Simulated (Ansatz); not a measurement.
As:
```xyz
4
Lattice="-3.4954 3.4954 3.4954 3.4954 -3.4954 3.4954 3.4954 3.4954 -3.4954" Properties=species:S:1:pos:R:3 pbc="T T T"
As     2.6215     0.8738    -0.8738
As     0.8738    -0.8738     2.6215
As    -0.8738     2.6215     0.8738
As     0.8738     0.8738     0.8738
```

Relaxed with PBE. Special points in fractions of this cell's reciprocal vectors: Γ (0.000, 0.000, 0.000); H (0.500, -0.500, 0.500); N (0.000, 0.000, 0.500); P (0.250, 0.250, 0.250).

Q: List the band energies nearest the Fermi level at these points for DFT-PBE in the program Ansatz with PAW potentials.

A: In eV from the Fermi level; about four levels below and three above (degenerate sets whole), none deeper than 8.9 eV; points with the same levels are listed once.

```
k                          below                above
-  -----------------------------  -------------------
Γ  -4.24 -4.24 -1.55 -1.55 -1.55       0.93 0.93 0.93
H        -0.68 -0.06 -0.06 -0.06       1.87 1.87 1.87
N        -1.55 -1.45 -1.37 -0.82       0.27 1.44 3.41
P        -2.20 -2.20 -0.49 -0.49  0.74 0.74 3.49 3.49
```

Space group I4_132. The start of the workflow was typed in or built on a structure type; neither database checked (COD, Materials Project) lists it. It is not the phase usual at ambient conditions (space group No. 166). Symmetry was held in the PBE relaxation; its stability against distortions is not shown here. The volume moved by 59 % from the start of the relaxation. Spin–orbit coupling is left out wherever it is not named.

Potentials: the later of the program's two PAW sets.
